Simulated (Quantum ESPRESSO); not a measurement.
```xyz
2
Lattice="0.0000 2.2498 2.2498 2.2498 0.0000 2.2498 2.2498 2.2498 0.0000" Properties=species:S:1:pos:R:3 pbc="T T T"
N      1.1249     1.1249     1.1249
Ga     0.0000     0.0000     0.0000
```

Cell and atoms were relaxed with PBEsol from Materials Project entry mp-830, within its symmetry.

Q: What does PBE (stringent potentials; Quantum ESPRESSO, PseudoDojo norm-conserving, 114 Ry, scalar-relativistic) give for the electronic structure near the Fermi level?

A: The PBE gap is direct, 1.79 eV at Γ. Spin-orbit splittings are left out.

This is not the ordinary phase of the substance; no match was found in the copy of COD used, and its stability was not checked.
